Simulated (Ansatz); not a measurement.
A frame of Ti₅Si₅N₉ from dynamics at 4000 K, with the forces (eV/Å) computed on a k mesh in the last three columns. The calculation used DFT PBE, scalar-relativistic, plane waves, PAW (Ansatz 0.2.0).

Cutoff 420 eV; k points 4×4×4 on the computed 19-atom cell (Γ-centred); Fermi–Dirac smearing, width 0.34 eV; no spin polarisation.

```xyz
19
Lattice="5.914 -0.205 -0.047 -0.205 6.348 -0.186 -0.047 -0.186 5.791" Properties=species:S:1:pos:R:3:forces:R:3 pbc="T T T"
Ti    2.931   -0.178    4.819   -1.020   -0.170    1.180
Ti    5.252    1.518    0.207   -0.360   -0.100    0.830
Ti    4.413    4.618    2.750    0.150    0.750    0.000
Ti    2.489    2.656    5.203   -1.130    0.230    0.170
Ti    4.398    1.924    2.995   -2.340    1.270   -0.340
N     0.769    6.023    2.080    0.950   -1.440    2.720
N    -0.104    2.913    1.733   -0.910    1.550   -1.360
N     2.569    1.164    3.235   -0.450   -1.110    1.150
N     5.194    0.667    4.205   -2.920   -0.500   -2.210
N     3.221    1.806    0.936    2.560   -0.880   -0.470
N     2.806    3.739    3.220   -0.800   -0.890   -0.950
N     1.341    0.953    5.590   -0.910   -0.330   -1.400
N     1.404    4.707    5.180   -2.350   -1.230    2.430
N     4.451    5.194    5.072    1.570   -2.610    0.980
Si    0.171    5.617    0.679   -2.280   -0.690   -6.950
Si    0.665    0.856    3.392    4.150    0.840    2.990
Si    1.188    2.957    2.748    2.920    1.670    1.830
Si    5.460    3.506    4.879    0.470    1.500   -0.960
Si    2.678   -0.118    1.786    2.700    2.150    0.360
```

Static pressure 6.5 GPa (no kinetic part), no gap on the mesh.

Counting as bonded all pairs within 1.2 times the summed covalent radii, but none from a metal cation to another cation:

| atom → neighbour | mean count | mean length (Å) | spread (Å) |
| --- | --- | --- | --- |
| N → Si | 1.44 | 1.87 | 0.19 |
| N → Ti | 2.78 | 2.23 | 0.25 |
| Si → N | 2.60 | 1.87 | 0.19 |
| Si → Si | 1.20 | 2.40 | 0.12 |
| Ti → N | 5.00 | 2.23 | 0.25 |

Angles between all pairs of such bonds at an atom (mean ± spread): 106 ± 28° at N, 98 ± 35° at Si, 104 ± 31° at Ti.

Spin polarisation was left out, and a magnetic state may lie lower.

Cost: 1 run of about 2.5 core-minutes, on Intel Xeon Processor @ 2.50GHz (Skylake/Cascade Lake) (shared hosts).